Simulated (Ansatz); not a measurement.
A relaxation computed with Ansatz, from input to last step.

```yaml
crystal:
  lattice:
    - [4.2115403388, 0.0, 0.0]
    - [-2.1057701694, 3.6473009224, 0.0]
    - [0.0, 0.0, 5.4567037391]
  atoms:
    - { symbol: Sn, position: [0.3333333333, 0.6666666667, 0.25] }
    - { symbol: Sn, position: [0.6666666667, 0.3333333333, 0.75] }
    - { symbol: Au, position: [0.0, 0.0, 0.0] }
    - { symbol: Au, position: [0.0, 0.0, 0.5] }
basis:
  ecutwfc: 500
kpoints:
  mp_grid: { grid: [12, 12, 8] }
hamiltonian:
  xc: r2scan
scf:
  occupations: { method: gaussian, width: 0.1 }
output:
  forces: true
  stress: true
  eigenvalues: true
relax:
  adjacent_minimum: "off"
  f_tol: 0.01
  max_steps: 30
  cell: { stress_tol: 0.1, fix: [volume] }
```

```bash
ansatz run input.yaml --threads 1 --pin off --max-ram 2560MiB --backend cpu --events-out ev --progress --plain --runs-dir out
```

Theory: Ansatz, DFT r2SCAN, scalar-relativistic, plane waves, PAW.

The volume is held at 0.91 times that of the relaxed cell.

Of 3 frames 3 are shown, positions in Å and forces in eV/Å; the SCF threshold varies from step to step. Steps run on the plane waves of an earlier cell, with a Pulay correction in the pressure. The basis is chosen afresh for the last frame, the zero of the energies, and at times for earlier ones too; energy and pressure step there, also at an unchanged geometry.

```xyz
4
Lattice="4.2115 0.0000 0.0000 -2.1058 3.6473 0.0000 0.0000 0.0000 5.4567" Properties=species:S:1:pos:R:3:forces:R:3 pbc="T T T" step=1 free_energy_over_end_meV_per_atom=0.02 pressure_GPa=10.24
Sn    0.0000    2.4315    1.3642    0.0000    0.0000    0.0000
Sn    2.1058    1.2158    4.0925    0.0000    0.0000    0.0000
Au    0.0000    0.0000    0.0000    0.0000    0.0000    0.0000
Au    0.0000    0.0000    2.7284    0.0000    0.0000    0.0000
4
Lattice="4.2074 0.0000 0.0000 -2.1037 3.6437 0.0000 0.0000 0.0000 5.4674" Properties=species:S:1:pos:R:3:forces:R:3 pbc="T T T" step=2 free_energy_over_end_meV_per_atom=0.00 pressure_GPa=10.22
Sn    0.0000    2.4291    1.3669    0.0000    0.0000    0.0000
Sn    2.1037    1.2146    4.1006    0.0000    0.0000    0.0000
Au    0.0000    0.0000    0.0000    0.0000    0.0000    0.0000
Au    0.0000    0.0000    2.7337    0.0000    0.0000    0.0000
4
Lattice="4.2074 0.0000 0.0000 -2.1037 3.6437 0.0000 0.0000 0.0000 5.4674" Properties=species:S:1:pos:R:3:forces:R:3 pbc="T T T" step=3 free_energy_over_end_meV_per_atom=0.00 pressure_GPa=10.22
Sn    0.0000    2.4291    1.3669    0.0000    0.0000    0.0000
Sn    2.1037    1.2146    4.1006    0.0000    0.0000    0.0000
Au    0.0000    0.0000    0.0000    0.0000    0.0000    0.0000
Au    0.0000    0.0000    2.7337    0.0000    0.0000    0.0000
```

The run took 43 s on 1 thread of Intel(R) Xeon(R) 6975P-C (Granite Rapids), with other jobs on the host, peak memory 0.8 GiB.

Spin–orbit coupling is left out, which can shift energies with elements as heavy as these.